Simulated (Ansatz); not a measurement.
Lattice vibrations of TaH4 at Γ

The calculation used DFT PBE, scalar-relativistic, plane waves, PAW (Ansatz 0.2.0). Settings: 420 eV plane-wave cutoff, Γ-centred 10×10×10 mesh, Gaussian smearing of 0.10 eV. No spin polarisation. Phonons by linear response, acoustic sum rule imposed.

The cell, relaxed at this level:
```
CELL_PARAMETERS angstrom
-1.71234 2.90867 3.27798
1.71234 -2.90867 3.27798
1.71234 2.90867 -3.27798
ATOMIC_POSITIONS crystal
Ta 0.75561 0.75561 0.00000
Ta 0.24439 0.24439 0.00000
H 0.16397 0.00000 0.16397
H 0.83603 0.00000 0.83603
H 0.36856 0.70052 0.66804
H 0.03248 0.70052 0.33196
H 0.63144 0.29948 0.33196
H 0.96752 0.29948 0.66804
H 0.50000 0.24240 0.74240
H 0.50000 0.75760 0.25760
```

The cell was found from a structure generator's guess, not taken from experiment. In a metal, frequencies depend on the k mesh and the smearing, soft modes most. Spin–orbit coupling is left out, which matters for heavy elements.

(1) Is this structure stable against zone-centre distortions?

(2) List the optical modes at Γ (i marks imaginary ones).

Answers

(1) Yes, at Γ: no optical mode is imaginary. Strains and other wave vectors aren't tested by this run.

(2)
| frequency (cm⁻¹) | degeneracy |
| --- | --- |
| 109 | 1 |
| 142 | 1 |
| 175 | 1 |
| 300 | 1 |
| 561 | 1 |
| 587 | 1 |
| 605 | 1 |
| 655 | 1 |
| 695 | 1 |
| 725 | 1 |
| 769 | 1 |
| 898 | 1 |
| 936 | 1 |
| 1116 | 1 |
| 1226 | 1 |
| 1256 | 1 |
| 1270 | 1 |
| 1312 | 1 |
| 1318 | 1 |
| 1405 | 1 |
| 1420 | 1 |
| 1433 | 1 |
| 1445 | 1 |
| 1487 | 1 |
| 1496 | 1 |
| 1591 | 1 |
| 1599 | 1 |
